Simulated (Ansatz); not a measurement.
Si$_{2}$Mo in space group Fddd (No. 70; Si on 16f, Mo on 8a) under volume change, PBE in the plane-wave PAW code Ansatz, shape and atoms relaxed at each volume.

```
V (Å³/atom)  E − E(relaxed) (meV/atom)     P (GPa)
-----------  -------------------------  ----------
12.331                            81.5       23.40
12.738                            34.0       14.24
13.144                      (withheld)  (withheld)
13.551                             0.0        0.00
13.957                      (withheld)  (withheld)
14.364                            26.1       -9.53
14.771                            54.1      -12.27
```

**Question.** Some entries are withheld; supply them.

**Answer.** 
- 13.957, E − E(relaxed) (meV/atom): 7.0
- 13.957, P (GPa): -5.34
- 13.144, E − E(relaxed) (meV/atom): 8.0
- 13.144, P (GPa): 6.50

**Question.** What does a third-order Birch–Murnaghan fit give for V₀, B₀ and B′?

**Answer.** V₀ = 13.55 Å³/atom, B₀ = 189 GPa, B′ = 6.0.

A made-up cell: these elements were put on the sites of a structure type; neither database checked (COD, Materials Project) lists it. It is not the phase usual at ambient conditions (space group No. 139). Symmetry was held in the PBE relaxation; its stability against distortions is not shown here. The run is not spin-polarised.

Potentials: the later of the program's two PAW sets.
